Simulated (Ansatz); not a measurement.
Relaxed-ion elastic tensor of CdAu3 (Cu3Au type, Pm-3m) in GPa (Voigt order), PBEsol in the plane-wave PAW code Ansatz; density 16.69 g/cm³, 17.50 Å³ per atom.

```
 166   137   137   0.0   0.0   0.0
 137   166   137   0.0   0.0   0.0
 137   137   166   0.0   0.0   0.0
 0.0   0.0   0.0  33.9   0.0   0.0
 0.0   0.0   0.0   0.0  33.9   0.0
 0.0   0.0   0.0   0.0   0.0  33.9
```

Problem. Is the crystal mechanically stable?

Solution. Yes: the smallest eigenvalue of C is 29.7 GPa.

Problem. Work out the Voigt, Reuss and Hill averages.

Solution. K_V = 147, K_R = 147, K_H = 147; G_V = 26.2, G_R = 22.4, G_H = 24.3 GPa.

Problem. Give Young's modulus, Poisson's ratio, Pugh's ratio and the universal anisotropy index.

Solution. E = 9KG/(3K + G) = 69.1 GPa; ν = 0.42; K/G = 6.03 (ductile by the Pugh limit of 1.75); A_U = 5G_V/G_R + K_V/K_R − 6 = 0.87.

Problem. Estimate the sound speeds and the Debye temperature.

Solution. v_l = √((K + 4G/3)/ρ) = 3280 m/s, v_t = √(G/ρ) = 1210 m/s, mean 1370 m/s; Θ = (h/k)(3n/4πV)^(1/3) v_m = 157 K.

Problem. Give the Zener ratio and Young's modulus along [100], [110] and [111].

Solution. A = 2C44/(C11 − C12) = 2.28; 1/E = S11 − 2(S11 − S12 − S44/2)Γ with Γ = 0, 1/4, 1/3 gives 43.0, 72.7, 94.3 GPa.

The workflow started from an entry of the Crystallography Open Database (COD); the relaxed space group is not among those it files for this formula. COD files the formula under space group No. 123. Whether it is the stable phase at ambient conditions was not checked. The cell was relaxed with PBEsol under the symmetry of its start; whether a distortion lowers the energy is not shown. As this level gives no gap, shear constants depend on the k-mesh and smearing (Fermi–Dirac, 0.1 eV here). Scalar-relativistic: spin–orbit coupling is off unless named, which matters more the heavier the elements.

Potentials: the later of the program's two PAW sets.
